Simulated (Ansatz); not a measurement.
ZnCu:
```yaml
crystal:
  lattice:
    - [0.00000, 2.91036, 2.91036]
    - [2.91036, 0.00000, 2.91036]
    - [2.91036, 2.91036, 0.00000]
  atoms:
    - { symbol: Cu, position: [0.00000, 0.00000, 0.00000] }
    - { symbol: Cu, position: [0.25000, 0.25000, 0.25000] }
    - { symbol: Zn, position: [0.50000, 0.50000, 0.50000] }
    - { symbol: Zn, position: [0.75000, 0.75000, 0.75000] }
```

Relaxed with PBEsol. Special points in fractions of this cell's reciprocal vectors: Γ (0.000, 0.000, 0.000); X (0.500, 0.000, 0.500); U (0.625, 0.250, 0.625); K (0.375, 0.375, 0.750); L (0.500, 0.500, 0.500); W (0.500, 0.250, 0.750).

**Question.** List the band energies nearest the Fermi level at these points for PBEsol (plane waves, PAW; program Ansatz).

**Answer.** In eV from the Fermi level; about four levels below and three above (degenerate sets whole), none deeper than 8.9 eV; points with the same levels are listed once.

```tsv
k	below	above
Γ	-2.98 -2.98 -2.98 -2.38 -2.38	4.31 4.31 4.31
X	-2.28 -2.28 -2.03 -2.03	2.08 2.08 12.19 12.19
U	-2.38 -2.28 -2.14 -0.73	2.26 5.50 9.48 9.48
L	-2.69 -2.69 -2.50 -2.50 -2.25	3.06 3.06 3.11 3.11
W	-2.28 -2.28 -2.26 -2.26	5.81 5.81 6.07 6.07
```

Space group Fd-3m. The start of the workflow was typed in or built on a structure type; neither database checked (COD, Materials Project) lists it. It is not the phase usual at ambient conditions (space group No. 221). Symmetry was held in the PBEsol relaxation; its stability against distortions is not shown here. The run is not spin-polarised.

Potentials: the earlier of the program's two PAW sets. The files were generated under PBE; for other functionals the program regenerates the frozen cores, and for LDA and PBEsol the local potential too.
